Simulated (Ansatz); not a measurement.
Settings and field gradients in KB₃H₃

Cell: a structure deposited in the COD, ions relaxed with PBE at fixed cell.

```cif
data_KB3H3
_symmetry_space_group_name_H-M 'Fm-3m'
_symmetry_Int_Tables_number 225
_cell_length_a 8.8390
_cell_length_b 8.8390
_cell_length_c 8.8390
_cell_angle_alpha 90.000
_cell_angle_beta 90.000
_cell_angle_gamma 90.000
loop_
_atom_site_label
_atom_site_type_symbol
_atom_site_symmetry_multiplicity
_atom_site_Wyckoff_symbol
_atom_site_fract_x
_atom_site_fract_y
_atom_site_fract_z
K K 8 c 0.2500 0.2500 0.2500
B B 24 e 0.1382 0.5000 0.5000
H H 24 e 0.2748 0.5000 0.5000
```

One atom of each set is listed; the run and its k-mesh use a cell of 14 atoms with edges of 6.25, 6.25, 6.25 Å.

Reference run. All values are calculated (Ansatz; DFT, PBE, plane waves and PAW, scalar-relativistic, 420 eV cutoff, Γ-centred 7×7×7 k-points, Fermi–Dirac smearing 0.05 eV), not measured.

It gives V_zz (10²¹ V/m²) H 1.90 (η 0.00), B -0.56 (η 0.00), among others. Each of these runs changes the input as listed (caps on SCF iterations aside):

A. hamiltonian.dispersion: not typed → d3bjatm
B. hamiltonian.xc: pbe → lda

Question: How does each run end, and how far do the gradients move?

Answer: 

```tsv
run	H V_zz (η)	B V_zz (η)	largest change of a gradient tensor, all atoms	note
A	1.90 (0.00)	-0.56 (0.00)	0.00	converged
B	1.90 (0.00)	-0.63 (0.00)	0.07	converged
```

Run B moves them most, on B (V_zz from -0.56 to -0.63).

On the reference run: The entry's hydrogen positions were far off; the other atoms hardly move on relaxation.
